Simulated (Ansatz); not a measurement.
An Ansatz (a program for electronic structure) run. Input:

Ansatz 0.2 input:
```yaml
crystal:
  lattice:
    - [3.5395525852, 0.0, 0.0]
    - [0.0, 3.5395525852, 0.0]
    - [0.0, 0.0, 3.5395525852]
  atoms:
    - { symbol: Cu, position: [0.0, 0.0, 0.0] }
    - { symbol: I, position: [0.5, 0.5, 0.5] }
kpoints:
  mp_grid: { grid: [24, 24, 24] }
hamiltonian:
  xc: pbesol
  pseudopotentials: { kind: paw }
scf:
  occupations: { method: fermi_dirac, width: 0.1 }
elastic: { mode: relaxed_ion, stencil: two_point, amplitude: 0.005, f_tol: 0.0005 }
```

Output (shortened):

```
Pseudopotential: Cu, paw, valence charge 19
Pseudopotential: I, paw, valence charge 17
Functional definition: PBEsol
Crystal: 2 atoms, lattice volume = 44.345 Å³
Basis set: ecut = 420 eV, 847 PW (Γ), exchange–correlation on 48×48×48 points (8 copies of the dense FFT grid, shifted against one another)
Bands: 22, of which v1, the nominal top of the filled ones, is band 18 counted from 1 (17 counted from 0)
Symmetry: 48 space group operations
Space group: Pm-3m (ITA 221), of the structure as read, at distance tolerance 3.5e-5 Å
k-points: 455 of 13824
SCF 1 converged in 11 iterations: F = -14019.888467 eV  dr2 = 2.58e-14
Crystal: 2 atoms, lattice volume = 44.123 Å³
Symmetry: 16 space group operations
k-points: 1183 of 13824
SCF 2 converged in 12 iterations: F = -14019.888233 eV  dr2 = 6.49e-15
Crystal: 2 atoms, lattice volume = 44.567 Å³
Basis set: ecut = 420 eV, 879 PW (Γ), exchange–correlation on 48×48×48 points (8 copies of the dense FFT grid, shifted against one another)
SCF 3 converged in 10 iterations: F = -14019.888158 eV  dr2 = 8.77e-14
Crystal: 2 atoms, lattice volume = 44.345 Å³
Basis set: ecut = 420 eV, 871 PW (Γ), exchange–correlation on 48×48×48 points (8 copies of the dense FFT grid, shifted against one another)
Symmetry: 8 space group operations
k-points: 2041 of 13824
SCF 4 converged in 10 iterations: F = -14019.888598 eV  dr2 = 1.31e-15
Crystal: 2 atoms, lattice volume = 44.345 Å³
SCF 5 converged in 8 iterations: F = -14019.888598 eV  dr2 = 5.31e-14
SCF converged after 11 iterations
Free energy (F): -14019.888467 eV
Harris-Foulkes:  -14019.888467 eV  (|F-HF|=3.64e-12)
Internal energy: -14019.846207 eV  (E = F + TS)
E sigma→0 (E₀):  -14019.867337 eV
Entropy (-TS):   -0.042259 eV (-21.130 meV/atom)
Fermi energy:    11.379386 eV
--- Per-component energies (eV) ---
  E_band       = -745.927789
  E_kinetic    = 490.513742
  E_local      = -6446.585702  (includes V_loc(G=0)·N_el)
  E_nonlocal   = 319.719660
  E_hartree    = 3012.050816
  E_xc         = -213.587524
  E_vxc        = -240.324580  (∫ρ·V_xc dr)
  E_paw        = -6377.421005  (= ΣΔE_a)
  E_vpaw       = -893.352774  (= ΣTr[D̂ρ^β])
  E_aug_tail   = 0.000247  (compensation charges beyond the density's cutoff)
  E_ewald      = -4805.154786
  E_core_change = 0.618344  (= ΣΔE_core)
  E_smearing   = -0.042259  (= −TS)
  E_closure    = 0.000000  (closes the sum)
  Σ components = -14019.888467   (vs F -14019.888467, Δ=0.00e0)
--- Forces (eV/Å), atoms counted from 1 ---
  atom   1  Cu     0.00000000     0.00000000     0.00000000
  atom   2  I      0.00000000     0.00000000     0.00000000
  max |Σ_I F_I| component: 0.0 eV/Å
--- Stress (GPa, compression-positive) ---
       -0.026263       0.000000       0.000000
        0.000000      -0.026263       0.000000
        0.000000       0.000000      -0.026263
  P = ⅓ Tr σ = -0.0263 GPa (-0.263 kbar)
--- Band table (eV; the first three rows and the last of 455) ---
  k-point 0: bands = ["-99.9257", "-57.4948", "-57.4948", "-57.4948", "-34.0064", "-34.0064", "-33.9946", "-33.9946", "-33.9946", "-3.1147", "9.0613", "9.0613", "9.5760", "9.5760", "9.5760", "9.6291", "9.6291", "9.6291", "11.1418", "16.6924", "16.6924", "22.0922"]
  k-point 1: bands = ["-99.9257", "-57.4948", "-57.4948", "-57.4948", "-34.0064", "-34.0062", "-33.9946", "-33.9946", "-33.9946", "-3.1019", "8.9775", "9.0634", "9.4622", "9.4622", "9.4907", "9.5763", "9.7568", "9.7568", "11.3272", "16.7024", "16.7840", "21.9755"]
  k-point 2: bands = ["-99.9257", "-57.4949", "-57.4948", "-57.4948", "-34.0064", "-34.0058", "-33.9947", "-33.9947", "-33.9946", "-3.0639", "8.6183", "9.0698", "9.3394", "9.3394", "9.3665", "9.5772", "9.9213", "9.9213", "11.7034", "16.7324", "17.0510", "21.6529"]
  k-point 454: bands = ["-99.9257", "-57.4955", "-57.4955", "-57.4955", "-33.9983", "-33.9983", "-33.9983", "-33.9939", "-33.9939", "-0.5978", "6.5988", "6.5988", "6.5988", "9.7621", "9.7621", "10.5610", "10.5610", "10.5610", "12.7494", "12.7494", "12.7494", "13.3922"]
--- Elastic constants: 2 strain directions × 2 members + reference (group order 48) ---
  dense FFT box of the reference and of every strained cell: 24×24×24
  strains applied: 11, 23; error gains: componentwise 1.00 (the most a stress slope's error grows in a printed constant), spectral 1.73 (1 for all six strains …
  C = ∂σ_k/∂η_j (tension-positive GPa; Voigt order 11 22 33 23 13 12):
        78.083     30.353     30.353      0.000      0.000      0.000
        30.353     78.083     30.353      0.000      0.000      0.000
        30.353     30.353     78.083      0.000      0.000      0.000
         0.000      0.000      0.000    -38.412      0.000      0.000
         0.000      0.000      0.000      0.000    -38.412      0.000
         0.000      0.000      0.000      0.000      0.000    -38.412
  reference stress σ⁰ (GPa):      0.026      0.026      0.026      0.000      0.000      0.000
  moduli (Voigt/Reuss/Hill, GPa): K = 46.26/46.26/46.26   G = -13.50/876.71/431.61   E = 315.06   ν = -0.635
  mechanically stable: NO (min eigenvalue of sym C = -38.41 GPa)
  strain η (Voigt 11):  stress-route row diagonal C_11 = 78.08 GPa, energy-path curvature d²(F+E_count+ΔE)/dδ²/Ω₀ = 78.13 GPa
         δ    σ_11 (GPa)             F (eV)   n_scf  n_hpsi   n_pw
    -5.000e-3      -0.3614      -14019.8882326      12  595401    904   relax 0 steps, max|allowed force component| 0.0 eV/Å
     5.000e-3       0.4194      -14019.8881578      10  547095    912   relax 0 steps, max|allowed force component| 0.0 eV/Å
  strain η (Voigt 23):  stress-route row diagonal C_44 = -38.41 GPa, energy-path curvature d²(F+E_count+ΔE)/dδ²/Ω₀ = -38.41 GPa
         δ    σ_23 (GPa)             F (eV)   n_scf  n_hpsi   n_pw
    -5.000e-3       0.1921      -14019.8885982      10  1081174    912   relax 0 steps, max|allowed force component| 0.0 eV/Å
     5.000e-3      -0.1921      -14019.8885982       8  856060    912   relax 0 steps, max|allowed force component| 0.0 eV/Å
```

Cost: roughly 6 core-minutes on shared cores.

The start of the workflow was typed in or built on a structure type; neither database checked (COD, Materials Project) lists it. It is not the phase usual at ambient conditions (space group No. 216). Symmetry was held in the PBEsol relaxation. At this level the phase is dynamically unstable (imaginary phonons). The run is not spin-polarised. Its formation energy is positive at this level, so the cell may be metastable or incomplete. As this level gives no gap, shear constants depend on the k-mesh and smearing (Fermi–Dirac, 0.1 eV here). Scalar-relativistic: spin–orbit coupling is off unless named, which matters more the heavier the elements.

Potentials: the later of the program's two PAW sets.

Ansatz is a plane-wave DFT program.
